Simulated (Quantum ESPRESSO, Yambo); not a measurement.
KBr (rock salt, space group Fm-3m, No. 225): static response along x against the Γ-centred k mesh (Yambo on PBEsol (pw.x of Quantum ESPRESSO, ONCV potentials, without SOC) bands; 49 bands, 4 Ry block). The smallest direct PBEsol gap is 4.34 eV.

```tsv
k mesh	ε(0), independent particles	ε(0), RPA with local fields	rough Yambo cost
4×4×4	2.93	2.44	about 1/4
6×6×6	2.91	2.43	about 1/3
8×8×8	2.91	2.43	within a factor of two
10×10×10	2.91	2.43	1
```

The last step changes the RPA value by 0.0 %. Electronic response only; costs are rough.

Geometry relaxed with PBEsol; primitive cell a = 4.6306 Å, b = 4.6306 Å, c = 4.6306 Å, α = 60.00°, β = 60.00°, γ = 60.00°.
